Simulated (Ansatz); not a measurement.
Input:

LiC$_{6}$:
```yaml
crystal:
  lattice:
    - [4.30621, 0.00000, 0.00000]
    - [-2.15310, 3.72929, 0.00000]
    - [0.00000, 0.00000, 3.67490]
  atoms:
    - { symbol: Li, position: [0.00000, 0.00000, 0.00000] }
    - { symbol: C, position: [0.00000, 0.33359, 0.50000] }
    - { symbol: C, position: [0.00000, 0.66641, 0.50000] }
    - { symbol: C, position: [0.66641, 0.00000, 0.50000] }
    - { symbol: C, position: [0.33359, 0.00000, 0.50000] }
    - { symbol: C, position: [0.66641, 0.66641, 0.50000] }
    - { symbol: C, position: [0.33359, 0.33359, 0.50000] }
```

This is the r²SCAN-relaxed structure. x, y and z are the axes in which the lattice vectors are written.

Problem. All from r²SCAN (plane waves, PAW; program Ansatz), unless another level is named. Predict the bulk modulus (Birch–Murnaghan fit).

Solution. 67.6 GPa.

Problem. Next, the highest zone-centre frequency?

Solution. 1423 cm^-1.

Problem. Predict the elastic constants (relaxed ions, GPa).

Solution. C11 = 967, C12 = 145, C13 = 0.3, C33 = 74.8, C44 = 19.0.

Space group P6/mmm. The workflow started from a Materials Project entry (that database holds measured and hypothetical structures alike); the Crystallography Open Database copy checked does not list it. Its standing as an ambient phase is unchecked. The r²SCAN relaxation kept the symmetry of its start; of distortions, only those at the zone centre were tested. As this level gives no gap, shear constants depend on the k-mesh and smearing (Fermi–Dirac, 0.1 eV here). As this level gives no gap, phonon frequencies hold no LO–TO term and depend on the k-mesh and smearing (Fermi–Dirac, 0.1 eV here).

Potentials: the earlier of the program's two PAW sets.
